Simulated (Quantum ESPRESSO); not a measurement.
## Si2BPC4 (a curve over strain)

A calculation, not a measurement. The program is pw.x of Quantum ESPRESSO 7.5 (plane-wave density functional theory). The cell is made up: 8 atoms on a zincblende/diamond lattice, with randomly drawn elements, strain and displacements, not relaxed. PseudoDojo standard norm-conserving files (v0.5 for PBE, v0.4.1 for LDA and PBEsol) set the functional; there is no spin polarisation, spin-orbit coupling or dispersion term, and the masses in the input are unused placeholders.

Seven runs add a strain to one cell (shear xy, as the tensor component); the atoms follow the cell and are not relaxed. Stress in the table is positive in tension.

Input of the run at +0.0032:

```
&control calculation='scf', pseudo_dir='./dojo.nc.sr.pbe.v0_5.standard.upf', outdir='./o', disk_io='medium', tprnfor=.true., tstress=.true. /
&system ibrav=0, nat=8, ntyp=4, nbnd=22, ecutwfc=82.02448710, nosym=.true., tot_charge=0,
 occupations='smearing', smearing='fd', degauss=0.0018374661
/
&electrons conv_thr=7.350e-09, electron_maxstep=60, /
ATOMIC_SPECIES
B 1.0 B.upf
C 1.0 C.upf
P 1.0 P.upf
Si 1.0 Si.upf
CELL_PARAMETERS angstrom
4.3894 0.014 0.0
0.014 4.3894 0.0
0.0 0.0 4.3894
ATOMIC_POSITIONS angstrom
Si -0.0494 0.0293 -0.02
Si -0.01 2.2101 2.1816
B 2.171 0.0774 2.2284
P 2.1604 2.2536 0.0436
C 1.0992 1.1331 1.1748
C 1.1044 3.307 3.2634
C 3.297 1.0654 3.2469
C 3.279 3.2808 1.1135
K_POINTS automatic
4 4 4 1 1 1
```

| added strain | free energy less that of the input shown (eV) | stress xx (GPa) | stress yy (GPa) | stress zz (GPa) | stress xy (GPa) | pressure (GPa) | iterations |
| --- | --- | --- | --- | --- | --- | --- | --- |
| -0.0218 | 0.0398 | 20.01 | 19.30 | 20.16 | -6.97 | -19.83 | 12 |
| -0.0107 | -0.0106 | 20.41 | 19.77 | 20.22 | -2.28 | -20.13 | 12 |
| +0.0032 | 0.0000 | 20.48 | 19.93 | 20.18 | 3.57 | -20.19 | 12 |
| +0.0067 | 0.0156 | 20.42 | 19.89 | 20.15 | 5.05 | -20.15 | 12 |
| +0.0093 | 0.0304 | 20.35 | 19.85 | 20.12 | 6.14 | -20.11 | 12 |
| +0.0241 | 0.1702 | 19.66 | 19.28 | 19.87 | 12.40 | -19.60 | 12 |

Question: one run is left out of the table, at -0.0179. Estimate its stress xy (GPa).

Answer: -5.32. The whole row:

| added strain | free energy less that of the input shown (eV) | stress xx (GPa) | stress yy (GPa) | stress zz (GPa) | stress xy (GPa) | pressure (GPa) | iterations |
| --- | --- | --- | --- | --- | --- | --- | --- |
| -0.0179 | 0.0161 | 20.19 | 19.50 | 20.19 | -5.32 | -19.96 | 12 |

A cubic fit gives a slope of stress xy against the added strain of 421 GPa at zero added strain, with the atoms clamped. Across the table the free energy follows the integral of the stress to within 0.2 meV. A rerun of one of the cells at 1347 eV and a 6 x 6 x 6 mesh moved values by no more than 0.006 eV in energy, 0.07 GPa in stress and 0.003 eV/Å in force.